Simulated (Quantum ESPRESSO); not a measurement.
# ScW2In2Pd2Hf: different elements on one site, starting from this cell

Simulated, not a measurement. The program is pw.x of Quantum ESPRESSO 7.5 (plane-wave density functional theory). The cell is made up: eight metal atoms on a hexagonal close-packed lattice, with elements, volume, strain and displacements drawn at random and not relaxed, so it may be unstable or far from any real phase. PseudoDojo standard norm-conserving files set the functional (PBE unless stated); there is no spin polarisation or spin-orbit coupling, the Fermi-Dirac width of 0.25 eV means electrons at about 2900 K, and the masses in the input are unused placeholders. Heavy elements are run without spin-orbit coupling, which real alloys of them have. A spin test at this wide smearing found no moment, but such smearing suppresses magnetism that the real alloy may have.

The runs put different elements on site 1. Cell, positions, cutoff, mesh and smearing stay as in the input of run 1; sites are counted in its order. Stress in the tables is positive in tension.

Input of run 1:

```
&control calculation='scf', pseudo_dir='./dojo.nc.sr.pbe.v0_5.standard.upf', outdir='./o', disk_io='minimal', tprnfor=.true., tstress=.true. /
&system ibrav=0, nat=8, ntyp=5, nbnd=73, ecutwfc=87.97787729, nosym=.true., tot_charge=0,
 occupations='smearing', smearing='fd', degauss=0.0183746611
/
&electrons conv_thr=1.470e-08, electron_maxstep=70, mixing_beta=0.5 /
ATOMIC_SPECIES
Hf 1.0 Hf.upf
In 1.0 In.upf
Pd 1.0 Pd.upf
Sc 1.0 Sc.upf
W 1.0 W.upf
CELL_PARAMETERS angstrom
-0.0001 0.0579 -4.8573
0.0421 5.3498 -0.0631
6.0102 0.0486 0.0001
ATOMIC_POSITIONS angstrom
Sc 0.0053 -0.0194 0.0364
W 2.9266 0.0674 -0.0151
In 1.5565 2.7534 0.0237
Pd 4.6061 2.7425 -0.1
Pd 0.0289 1.7627 -2.4234
W 3.0485 1.8097 -2.5997
Hf 1.5109 4.5386 -2.587
In 4.5531 4.3054 -2.5445
K_POINTS automatic
5 5 4 1 1 1
```

```
run  elements on sites 1 to 8  -TS (eV)  pressure (GPa)  stress xx (GPa)  stress yy (GPa)  stress zz (GPa)  stress yz (GPa)  stress xz (GPa)  stress xy (GPa)  iterations
  1     Sc W In Pd Pd W Hf In    -1.416           -6.38             3.75             9.53             5.87            -0.23            -0.16             2.34          19
  2     Ta W In Pd Pd W Hf In    -1.472           -9.55             9.26            11.23             8.15            -0.26             0.00             1.73          18
  3     Rh W In Pd Pd W Hf In    -1.523          -13.04            10.70            14.86            13.56            -0.95             0.24            -0.01          17
  4     Ru W In Pd Pd W Hf In    -1.590          -13.56            12.39            14.65            13.63            -0.91             0.34            -0.01          17
  5     Zn W In Pd Pd W Hf In    -1.287          -10.42             7.35            12.90            11.00            -0.61            -0.25             1.69          17
```

Forces Fx Fy Fz (eV/Å):

| site | run 1 | run 2 | run 3 | run 4 | run 5 |
| --- | --- | --- | --- | --- | --- |
| 1 | -0.91 1.48 -0.66 | -0.20 1.37 -0.61 | 0.18 -0.24 -0.11 | 0.43 -0.09 -0.09 | -0.48 0.56 -0.35 |
| 2 | -0.10 0.88 0.02 | -0.39 1.17 -0.02 | 0.72 1.55 0.10 | 0.45 1.53 0.06 | 0.15 1.17 0.15 |
| 3 | 0.32 -1.01 -1.26 | 0.05 -1.01 -1.27 | -0.36 -1.05 -1.30 | -0.40 -1.03 -1.29 | 0.16 -1.12 -1.29 |
| 4 | -0.47 -0.11 0.06 | -0.21 -0.23 0.08 | -0.43 -0.39 0.05 | -0.39 -0.41 0.05 | -0.37 -0.24 0.06 |
| 5 | 0.02 -0.18 -0.03 | 0.02 -0.33 -0.07 | 0.00 -0.04 -0.08 | 0.03 -0.09 -0.08 | -0.06 -0.15 -0.11 |
| 6 | 0.11 -1.90 0.16 | 0.15 -1.96 0.16 | 0.16 -1.91 0.13 | 0.17 -1.92 0.13 | 0.06 -1.68 0.13 |
| 7 | 1.51 0.37 1.45 | 0.87 0.44 1.43 | -0.06 1.26 1.05 | -0.18 1.20 1.04 | 0.87 0.86 1.23 |
| 8 | -0.47 0.47 0.27 | -0.30 0.57 0.30 | -0.20 0.81 0.17 | -0.11 0.83 0.19 | -0.34 0.60 0.17 |

Energies are left out, as each element's file has its own zero. A rerun of one cell of this series at a higher cutoff and on a denser mesh moved values by no more than 0.009 eV in energy, 0.08 GPa in stress and 0.011 eV/Å in force, and a second program with other atomic files agreed on that cell to 2 % rms in force and 0.5 GPa in pressure.